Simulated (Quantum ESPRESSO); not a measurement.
## InAu6Al (a guest atom moved from site to site)

Computed values, not a measurement. The program is pw.x of Quantum ESPRESSO 7.5 (plane-wave density functional theory). The cell is made up: eight metal atoms on a face-centred cubic lattice, with elements, volume, strain and displacements drawn at random and not relaxed, so it may be unstable or far from any real phase. PseudoDojo standard norm-conserving files set the functional (PBE unless stated); there is no spin polarisation or spin-orbit coupling, the Fermi-Dirac width of 0.25 eV means electrons at about 2900 K, and the masses in the input are unused placeholders. Heavy elements are run without spin-orbit coupling, which real alloys of them have.

The runs move one In atom among sites that otherwise hold Au. Cell, positions, cutoff, mesh and smearing stay as in the input of run 1; sites are counted in its order. Stress in the tables is positive in tension.

Input of run 1:

```
&control calculation='scf', pseudo_dir='./dojo.nc.sr.pbe.v0_5.standard.upf', outdir='./o', disk_io='minimal', tprnfor=.true., tstress=.true. /
&system ibrav=0, nat=8, ntyp=3, nbnd=73, ecutwfc=75.99759826, nosym=.true., tot_charge=0,
 occupations='smearing', smearing='fd', degauss=0.0183746611
/
&electrons conv_thr=1.470e-08, electron_maxstep=70, mixing_beta=0.5 /
ATOMIC_SPECIES
Al 1.0 Al.upf
Au 1.0 Au.upf
In 1.0 In.upf
CELL_PARAMETERS angstrom
2.039 3.9816 1.9221
1.9224 -3.9749 2.0251
2.1034 0.1064 -6.0434
ATOMIC_POSITIONS angstrom
In -0.0036 0.041 0.0019
Au 1.9254 -1.9571 -0.0168
Al 2.0138 0.1436 -2.0918
Au 3.9564 -1.8659 -2.0872
Au 1.997 0.0223 1.9019
Au 2.0449 2.0373 -0.0615
Au 4.0475 0.0715 -0.0738
Au 4.1035 2.0604 -2.1104
K_POINTS automatic
6 6 4 1 1 1
```

```
run  elements on sites 1 to 8  free energy less that of run 1 (eV)  -TS (eV)  pressure (GPa)  stress xx (GPa)  stress yy (GPa)  stress zz (GPa)  stress yz (GPa)  stress xz (GPa)  stress xy (GPa)  iterations
  1   In Au Al Au Au Au Au Au                                0.000    -0.458           22.52           -22.58           -21.88           -23.10            -1.57            -1.00             1.40          11
  2   Au Au Al In Au Au Au Au                                0.281    -0.473           23.05           -22.30           -23.78           -23.07            -0.42            -1.85             2.60          11
  3   Au Au Al Au Au In Au Au                                0.239    -0.475           22.97           -22.26           -23.59           -23.07            -2.57            -1.88             0.62          11
  4   Au Au Al Au Au Au Au In                                0.234    -0.474           22.91           -22.57           -23.55           -22.61            -2.47            -1.85             0.45          11
```

Forces Fx Fy Fz (eV/Å):

```
site              run 1              run 2              run 3              run 4
   1  -0.14 -0.36 -0.14   0.31 -0.34 -0.59   0.34 -0.41 -0.65   0.28 -0.34 -0.62
   2    1.02 0.14 -0.41    1.04 0.14 -0.41    1.00 0.14 -0.45    1.02 0.08 -0.42
   3   0.56 -0.13 -0.33   -0.45 -0.11 0.67   0.59 -0.25 -0.54   -0.42 -0.12 0.65
   4     0.09 0.41 0.93     0.65 0.33 0.31     0.07 0.47 0.95    -0.01 0.44 0.85
   5   -0.54 -0.04 0.68   -0.56 -0.02 0.74   -0.50 -0.07 0.74    -0.52 0.00 0.78
   6    0.27 0.02 -0.80   0.28 -0.01 -0.81   -0.17 0.14 -0.10    0.27 0.02 -0.82
   7  -0.16 -0.31 -0.07  -0.18 -0.35 -0.11  -0.16 -0.35 -0.10  -0.13 -0.38 -0.05
   8    -1.11 0.27 0.14    -1.08 0.36 0.22    -1.15 0.32 0.16   -0.49 0.31 -0.36
```

The sites are displaced and not relaxed, so the energy differences mix bonding between neighbours with strain and are not ordering energies. A rerun of one cell of this series at a higher cutoff and on a denser mesh moved values by no more than 0.017 eV in energy, 0.14 GPa in stress and 0.007 eV/Å in force, and a second program with other atomic files agreed on that cell to 2 % rms in force and 0.5 GPa in pressure.